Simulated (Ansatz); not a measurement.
MoRu:
```
CELL_PARAMETERS angstrom
      2.77549     0.00000     0.00000
      0.00000     2.77549     0.00000
      0.00000     0.00000     3.84331
ATOMIC_POSITIONS crystal
  Ru 0.00000 0.00000 0.00000
  Mo 0.50000 0.50000 0.50000
```

Relaxed with PBE. Special points in fractions of this cell's reciprocal vectors: Γ (0.000, 0.000, 0.000); X (0.000, 0.500, 0.000); M (0.500, 0.500, 0.000); Z (0.000, 0.000, 0.500); R (0.000, 0.500, 0.500); A (0.500, 0.500, 0.500).

### Question
List the band energies nearest the Fermi level at these points for DFT-PBE with spin–orbit coupling in the program Ansatz with PAW potentials.

### Answer
In eV from the Fermi level; about four levels below and three above (degenerate sets whole), none deeper than 8.9 eV; points with the same levels are listed once.

```tsv
k	below	above
Γ	-1.77 -1.77 -1.37 -1.37	0.37 0.37 1.08 1.08
X	-1.03 -1.03 -0.21 -0.21	0.41 0.41 1.72 1.72
M	-5.04 -5.04 -5.01 -5.01	2.05 2.05 2.20 2.20
Z	-0.58 -0.58 -0.49 -0.49	0.18 0.18 0.70 0.70
R	-1.87 -1.87 -1.18 -1.18	1.21 1.21 1.49 1.49
A	-2.27 -2.27 -0.39 -0.39	1.47 1.47 2.07 2.07
```

Space group P4/mmm (L1₀ or tetragonal B2). The start of the workflow was typed in or built on a structure type; neither database checked (COD, Materials Project) lists it. Whether it is the stable phase at ambient conditions was not checked. The cell was relaxed with PBE under the symmetry of its start; its stability against distortions is not shown here. No spin polarisation was allowed.

Potentials: the earlier of the program's two PAW sets.
